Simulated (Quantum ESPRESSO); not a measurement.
pw.x input (Quantum ESPRESSO 7.5; LDA, PseudoDojo standard norm-conserving files, scalar-relativistic):

```
&CONTROL
  calculation = 'scf'
  pseudo_dir = './pseudo'
  outdir = './out'
  tprnfor = .true.
  tstress = .true.
/
&SYSTEM
  ibrav = 0
  nat = 5
  ntyp = 3
  ecutwfc = 92.0
  ecutrho = 368.0
  occupations = 'smearing'
  smearing = 'fd'
  degauss = 0.002
  nbnd = 36
/
&ELECTRONS
  conv_thr = 5e-10
/
ATOMIC_SPECIES
S 32.0600 S.upf
Cu 63.5460 Cu.upf
Ba 137.3270 Ba.upf
CELL_PARAMETERS angstrom
 -1.950965000000   1.950965000000   6.325050000000
  1.950965000000  -1.950965000000   6.325050000000
  1.950965000000   1.950965000000  -6.325050000000
ATOMIC_POSITIONS crystal
S   0.641010000000   0.641010000000  -0.000000000000
S   0.358990000000   0.358990000000   0.000000000000
Cu   0.750000000000   0.250000000000   0.500000000000
Cu   0.250000000000   0.750000000000   0.500000000000
Ba   0.000000000000   0.000000000000   0.000000000000
K_POINTS automatic
10 10 10 0 0 0
```

End of the output:

```
     total energy              =    -858.60301444 Ry
     estimated scf accuracy    <       0.00000073 Ry
     total energy              =    -858.60301553 Ry
     estimated scf accuracy    <       0.00000091 Ry
     total energy              =    -858.60301562 Ry
     estimated scf accuracy    <       0.00000004 Ry
[...]
     the Fermi energy is    11.1446 ev
!    total energy              =    -858.60301563 Ry
     estimated scf accuracy    <          3.8E-10 Ry
     smearing contrib. (-TS)   =      -0.00000018 Ry
     internal energy E=F+TS    =    -858.60301545 Ry
     The total energy is F=E-TS. E is the sum of the following terms:
     one-electron contribution =    -754.74631854 Ry
     hartree contribution      =     403.95379743 Ry
     xc contribution           =    -118.22154236 Ry
     ewald contribution        =    -389.58895199 Ry
     convergence has been achieved in  12 iterations
     Forces acting on atoms (cartesian axes, Ry/au):
     atom    1 type  1   force =     0.00000000    0.00000000    0.00719456
     atom    2 type  1   force =     0.00000000    0.00000000   -0.00719456
     atom    3 type  2   force =     0.00000000    0.00000000    0.00000000
     atom    4 type  2   force =     0.00000000    0.00000000    0.00000000
     atom    5 type  3   force =    -0.00000000   -0.00000000    0.00000000
     Total force =     0.010175     Total SCF correction =     0.000018
     Computing stress (Cartesian axis) and pressure
          total   stress  (Ry/bohr**3)                   (kbar)     P=      -63.59
  -0.00043252   0.00000000   0.00000000          -63.63        0.00        0.00
   0.00000000  -0.00043252  -0.00000000            0.00      -63.63       -0.00
   0.00000000   0.00000000  -0.00043169            0.00        0.00      -63.50
```
In a gapped system the printed Fermi energy is only some level inside the gap.

Geometry of the Materials Project entry, not relaxed at this level.
